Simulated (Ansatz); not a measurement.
## Vibrational response of MoW₄

Method: DFT PBE, scalar-relativistic, plane waves, PAW in Ansatz 0.2.0. Cutoff 420 eV, 10×10×10 k-points (Γ-centred), Gaussian smearing of 0.10 eV. No spin polarisation. Phonons by linear response, acoustic sum rule imposed.

The cell, relaxed at this level:
```
CELL_PARAMETERS angstrom
-3.55245 3.55245 1.59140
3.55245 -3.55245 1.59140
3.55245 3.55245 -1.59140
ATOMIC_POSITIONS crystal
Mo 0.00000 0.00000 0.00000
W 0.20018 0.59982 0.80000
W 0.40018 0.20018 0.60036
W 0.59982 0.79982 0.39964
W 0.79982 0.40018 0.20000
```

The structure comes from a proposed guess, relaxed at this level; another structure or a mixture of phases may lie lower. In a metal, frequencies depend on the k mesh and the smearing, soft modes most. Spin–orbit coupling is left out, which matters for heavy elements.

(1) Is this structure stable against zone-centre distortions?

(2) List the optical modes at Γ (i marks imaginary ones).

Answers

(1) Yes, at Γ: no optical mode is imaginary. Strains and other wave vectors aren't tested by this run.

(2)
| frequency (cm⁻¹) | degeneracy |
| --- | --- |
| 137 | 1 |
| 141 | 2 |
| 153 | 1 |
| 153 | 1 |
| 166 | 2 |
| 178 | 1 |
| 200 | 1 |
| 203 | 1 |
| 240 | 2 |
